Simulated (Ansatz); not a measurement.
## A trial form of Mo3P4

Method: DFT PBE, scalar-relativistic, plane waves, PAW (Ansatz 0.2.0). Cutoff 420 eV, Gaussian smearing, Γ-centred meshes. Cell and atoms relax first on a coarse mesh and then on a finer one. In between, the cell is made exact in the group found at 0.06 Å. In metals the finer mesh still leaves noise of several meV/atom or more. The steps can't lower the symmetry of their start. No spin polarisation.

The cell of Mo3P4 is invented: random cell by space group and Wyckoff sites (Pm-3m, No. 221). Lengths were set from tabulated atomic sizes, so they are only a guess.

Space group Pm-3m (No. 221). a = 5.218 Å, b = 5.218 Å, c = 5.218 Å, α = 90.00°, β = 90.00°, γ = 90.00°
| atom | site | symmetry | x | y | z |
| --- | --- | --- | --- | --- | --- |
| Mo | 3c | 4/mm.m | 0.0000 | 0.5000 | 0.5000 |
| P | 3d | 4/mm.m | 0.5000 | 0.0000 | 0.0000 |
| P | 1a | m-3m | 0.0000 | 0.0000 | 0.0000 |

The zero of energy is the elements' standard structures at the same level; no fitted shifts are applied. The references include black phosphorus.

Question: What does it relax into?

Answer: The symmetry stays Pm-3m (No. 221). The volume per atom shrinks by 21.0 %, from 20.3 to 16.0 Å³. The shortest distance goes from 2.61 Å (Mo–P and P–P) to 2.41 Å (Mo–P and P–P). The energy falls by about 0.39 eV/atom (the start's value is from the coarse mesh). Conventional cell: a = 4.824 Å. Around Mo lie 4 P at 2.41 Å; around P on a site of symmetry 4/mmm lie 2 P at 2.41 Å and 4 Mo at 2.41 Å; P on a site of symmetry m-3m is surrounded by 6 P at 2.41 Å.

```yaml
crystal:
  lattice:
    - [4.82416, 0.00000, 0.00000]
    - [0.00000, 4.82416, 0.00000]
    - [0.00000, 0.00000, 4.82416]
  atoms:
    - { symbol: Mo, position: [0.00000, 0.50000, 0.50000] }
    - { symbol: Mo, position: [0.50000, 0.00000, 0.50000] }
    - { symbol: Mo, position: [0.50000, 0.50000, 0.00000] }
    - { symbol: P, position: [0.50000, 0.00000, 0.00000] }
    - { symbol: P, position: [0.00000, 0.50000, 0.00000] }
    - { symbol: P, position: [0.00000, 0.00000, 0.50000] }
    - { symbol: P, position: [0.00000, 0.00000, 0.00000] }
```

Question: Give its energy and gap.

Answer:

* Formation energy: +0.36 eV/atom
* Gap on the 8×8×8 mesh of the 7-atom cell: 0 eV (a metal)

The separate elements lie lower, so it is unstable against them.

The last run used Gaussian smearing of 0.10 eV. The cell is a metal run without spin; a magnetic state may lie lower. The reference form of P is held partly by dispersion forces, which this level lacks. Symmetry constrained the relaxation, so the result can be a saddle point.
